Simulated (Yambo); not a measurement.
FeSe2 (space group Pnnm, No. 58), G0W0@LDA (Yambo, plasmon pole, terminator in G, 2×2×4 mesh): gap (0, 0, 0.25) → (0, -0.5, -0.5) in eV by bands and screening block.

| bands (W and G) | 2 Ry | 3 Ry | 4 Ry | 6 Ry | 7 Ry |
|---|---|---|---|---|---|
| 66 | 1.31 | 1.09 | 0.87 | 0.70 | 0.67 |
| 85 | 1.33 | 1.11 | 0.88 | 0.72 | 0.68 |
| 110 | ___ | 1.12 | ___ | ___ | 0.70 |
| 141 | 1.35 | 1.13 | 0.91 | 0.74 | 0.71 |
| 172 | 1.36 | 1.13 | 0.91 | 0.75 | 0.71 |

Q: Estimate the withheld gaps from their neighbours; the computed values follow.

A: 
- 110, 2 Ry: 1.34
- 110, 4 Ry: 0.90
- 110, 6 Ry: 0.73

The largest settings aren't shown to be the converged limit.

The standard potential for Se keeps a d shell in the valence without the s and p states of that shell. In tests on such compounds this moved G0W0 gaps by up to about 0.9 eV, so absolute quasiparticle energies here are unreliable; differences between settings are what counts.

Spin-orbit coupling is not included.

Geometry of the Materials Project entry, not relaxed at this level; primitive cell a = 4.7796 Å, b = 5.7563 Å, c = 3.5809 Å, α = β = γ = 90.00°.

The runs are not spin-polarised; magnetic order was not tried.
